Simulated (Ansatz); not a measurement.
# Is this Zn₂CdSeS₂ structure a true minimum?

It was reached by relaxing an invented guess, and it needn't be the stable form of this composition.

Level of theory: DFT PBE, scalar-relativistic, plane waves, PAW in Ansatz. Cutoff 420 eV; k points 6×6×4 on the computed 12-atom cell (Γ-centred); Gaussian smearing, width 0.02 eV; no spin polarisation.

The cell below (12 atoms, space group Cmc2_1 (No. 36)) is relaxed within its symmetry.

```
Zn Cd Se S
1.0
     6.07229   -3.47683    0.00000
     6.07229    3.47683    0.00000
     0.00000    0.00000    6.53649
Zn Cd Se S
4 2 2 4
Direct
  0.16619 0.48213 0.50476
  0.51787 0.83381 0.50476
  0.83381 0.51787 0.00476
  0.48213 0.16619 0.00476
  0.81708 0.18292 0.48620
  0.18292 0.81708 0.98620
  0.19115 0.80885 0.39465
  0.80885 0.19115 0.89465
  0.83530 0.52339 0.36731
  0.47661 0.16470 0.36731
  0.16470 0.47661 0.86731
  0.52339 0.83530 0.86731
```

For the test it was strained at random (σ = 1.5 % a component), the atoms were moved at random (σ = 0.10 Å), and all was relaxed again on a coarse 2×2×2 mesh (in the run’s order of axes) with 0.10 eV smearing, with no symmetry imposed.

Q: Does it come back?

A: It returns, within 1 meV/atom of the unmoved cell on that mesh and with the same symmetry when read at 0.1 Å. No instability shows in this cell; modes of other wave vectors, which need another repeat, aren't tested.
